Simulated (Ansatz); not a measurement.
The cell below belongs to a search over invented structures; it isn't taken from experiment.

Input and command of a plane-wave DFT calculation in Ansatz:

```yaml
crystal:
  lattice:
    - [-3.7762447837, -0.0164924807, -0.1150788875]
    - [-0.1330434904, -0.0523391345, -4.3652849837]
    - [-0.0329849615, -7.204234248, -0.0905437665]
  atoms:
    - { symbol: La, position: [0.4952848867, 0.5109763694, 0.746314069] }
    - { symbol: La, position: [0.5355767957, 0.4825416798, 0.2658924677] }
    - { symbol: Hf, position: [1.0143113147, 0.0251989197, 0.9682970045] }
    - { symbol: Hf, position: [0.9600064888, -0.0055160392, 0.4937099684] }
    - { symbol: O, position: [0.9850402213, 0.5069900954, 1.0261417113] }
    - { symbol: O, position: [1.0097802929, 0.479808975, 0.499644779] }
basis:
  ecutwfc: 420
kpoints:
  mp_grid: { grid: [6, 6, 4] }
hamiltonian:
  xc: pbe
scf:
  occupations: { method: gaussian, width: 0.2 }
  lower_state_search: "off"
output:
  forces: true
  stress: true
  eigenvalues: true
relax:
  adjacent_minimum: "off"
  f_tol: 0.025
  max_steps: 60
  cell: { stress_tol: 0.25 }
```

```bash
ansatz run input.yaml --threads 1 --pin off --max-ram 2560MiB --backend cpu --events-out ev --progress --plain --runs-dir out
```

Processor: Intel(R) Xeon(R) 6975P-C (Granite Rapids), 1 thread, on a host shared with other jobs.

Question: Estimate time, memory and problem size.

Answer: About 3.3 min, peak memory 0.68 GiB. It solves 52 bands at 76 k points (after reduction by symmetry) with about 2327 plane waves (on the last cell), in 52 SCF iterations over 6 ionic steps.
